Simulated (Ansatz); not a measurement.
The elements of this relaxed trial crystal are hidden behind letters.

```
lattice vectors (Å)
   3.4079    0.0000    0.0000
   0.0000    3.4079    0.0000
   0.0000    0.0000    8.1929
fractional positions
X 0.0000 0.0000 0.6447
X 0.0000 0.0000 0.3553
Z 0.5000 0.5000 0.2348
Z 0.5000 0.5000 0.7652
Z 0.0000 0.0000 0.0000
```

Method: DFT PBE, scalar-relativistic, plane waves, PAW (Ansatz 0.2.0). Cutoff 420 eV, Γ-centred 12×12×6 mesh (5-atom cell), Gaussian smearing of 0.10 eV, no spin polarisation.

* Space group: P4/mmm (No. 123)
* Conventional cell: a = 3.408 Å, c = 8.193 Å
* Volume per atom: 19.03 Å³
* Density: 4.78 g/cm³
* Formation energy: +0.42 eV/atom
* Gap on the 12×12×6 mesh of the 5-atom cell: 0 eV (a metal)

Energies are uncorrected and count from the elements' standard states at the same level.

Problem. X is a p-block element of period 3 and Z is a p-block element of period 4. Which elements are they?

Solution. X = Si, Z = Ge, so the formula is Si2Ge3. Density times volume gives a mean mass of 4.78 × 19.03/1.6605 = 54.8 u per atom, and this set has 54.8 u. Si is surrounded by 1 Si at 2.37 Å, 4 Ge at 2.60 Å and 1 Ge at 2.91 Å; around Ge on a site of symmetry 4mm lie 4 Si at 2.60 Å and 4 Ge at 3.08 Å; Ge on a site of symmetry 4/mmm is surrounded by 2 Si at 2.91 Å, 8 Ge at 3.08 Å and 4 Ge at 3.41 Å. Other sets within the hints have nearly the same mass, so mass alone doesn't settle it; this one was computed.

A structure relaxed within its symmetry needn't be a true minimum. Another cell of Si2Ge3 relaxed alike, in P-3m1, lies 72 meV/atom lower, so this cell isn't the stable form at this level.
